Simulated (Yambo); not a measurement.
## CsHF₂: lowest vertical excitons

```
CELL_PARAMETERS angstrom
     -3.05630     3.05630     3.88883
      3.05630    -3.05630     3.88883
      3.05630     3.05630    -3.88883
ATOMIC_POSITIONS crystal
  H  0.50000 0.00000 0.50000
  H  0.00000 0.50000 0.50000
  F  0.36801 0.86801 0.23602
  F  0.63199 0.13199 0.76398
  F  0.86801 0.63199 0.50000
  F  0.13199 0.36801 0.50000
  Cs 0.75000 0.75000 0.00000
  Cs 0.25000 0.25000 0.00000
```

The geometry is that of Materials Project entry mp-24668, symmetrised and not relaxed again.

BSE in Yambo on LDA (Quantum ESPRESSO, PseudoDojo norm-conserving, 84 Ry, no spin-orbit coupling) bands: 4×4×4 mesh, 14 valence and 9 conduction bands, static screening with 78 bands and a 3 Ry block, scissor 3.90 eV, Tamm-Dancoff; field along x.

| state | energy (eV) | states within 2 meV | relative strength | class | main transitions |
|---|---|---|---|---|---|
| 1 | 8.90 | 3 | < 0.01 | dark | several band pairs |
| 2 | 9.03 | 1 | < 0.01 | dark | several band pairs |
| 3 | 9.27 | 2 | 1.00 | strong | several band pairs |
| 4 | 9.46 | 1 | < 0.01 | dark | several band pairs |
| 5 | 9.60 | 1 | < 0.01 | dark | VB → CB (78 %) |
| 6 | 9.66 | 2 | 0.11 | strong | several band pairs |

These are vertical excitations (zero momentum). The direct quasiparticle gap on this mesh is 10.20 eV; counted from there, state 1 is bound by 1.30 eV. On a 2×2×2 mesh the same difference is 1.79 eV, so it isn't converged.

Spin singlets only. Strengths are relative to the strongest of the lowest states of this run; strong means a line over 3 % of the spectrum's maximum, dark under 0.03 %. Absolute energies carry the error of the G0W0 scissor, whose convergence isn't established; the long-wavelength screening was taken along (1,1,1) although the crystal is anisotropic.

The structure is a Materials Project entry; no match was found in the copy of COD used, and its stability was not checked.
